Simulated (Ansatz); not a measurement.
SbOsSe:
```xyz
12
Lattice="6.4140 0.0000 0.0000 0.0000 6.3380 0.0000 -2.5001 0.0000 5.9501" Properties=species:S:1:pos:R:3 pbc="T T T"
Sb    -0.0199     2.3134     2.2554
Sb     3.9338     4.0246     3.6948
Sb     5.1839     5.4824     0.7197
Sb    -1.2700     0.8556     5.2304
Os     1.0901     6.3045     1.7848
Os     2.8239     0.0335     4.1653
Os     4.0739     3.1355     1.1902
Os    -0.1600     3.2025     4.7599
Se     1.7874     4.0127     1.0860
Se     2.1265     2.3253     4.8641
Se     3.3766     0.8437     1.8890
Se     0.5373     5.4943     4.0611
```

Relaxed with r²SCAN.

Q: Map the electron localisation function on the plane through (0.145, 0.365, 0.379) spanned by u = [1, 0, 1] and v = [1, 0, -1] in lattice vectors, from r²SCAN in the plane-wave PAW code Ansatz.

A: x is the fraction of u, y of v (the angle between them is 90°; rows are the nearest grid lines); atoms in the plane: Sb at (0.00, 0.00), Sb at (0.50, 0.50), Se at (0.47, 0.03), Se at (0.97, 0.53).
```
|0001345533478997545799986433576431000|
|0123467533345788888887543333467643210|
|3344676433333456676643334443356764333|
|3455554445554433333333455555434554433|
|1123343332233343322233322222333322111|
|0112345555555543211112333344433211100|
|0112345666665432100011233444332111000|
|1000112345443110000000001111100000111|
|6542100000000001122211100000001245666|
|9988642000012344444444432000146899999|
|6899864100124444433344443101257998766|
|2589986423465442000002445422478985212|
|8999864333577532000002356543468999888|
|6643334443356764333344676433333456676|
|4333346665445665433446765434444333444|
|2333333333333333211234444333444433322|
|1223332223333321100123344433333443211|
|0011233444332111000112345666665432100|
|0000112232211000000011234566665321000|
|0000000000000012222211001122221000000|
|4443210000014678998875310000000123344|
|3344443101257998766899864100124444433|
|0123444311368985212589985311345443210|
|0001345533478997545799986433576431000|
```
Scale: ten equal steps from 0.000 (start of '0') to 0.802 (end of '9'), in the order '0123456789'; x runs from 0.000 to 1.00, y from 0.000 (bottom) to 1.00 (top).

The density is the valence pseudo-density with augmentation charge, so density and ELF within about 1 Å of a nucleus are not all-electron values.

Space group P2_1/c. The workflow started from a Materials Project entry (that database holds measured and hypothetical structures alike); the Crystallography Open Database copy checked does not list it. Its standing as an ambient phase is unchecked. The cell was relaxed with r²SCAN under the symmetry of its start; its stability against distortions is not shown here. No spin polarisation was allowed. Scalar-relativistic: spin–orbit coupling is off unless named, which matters more the heavier the elements.

Potentials: the later of the program's two PAW sets.
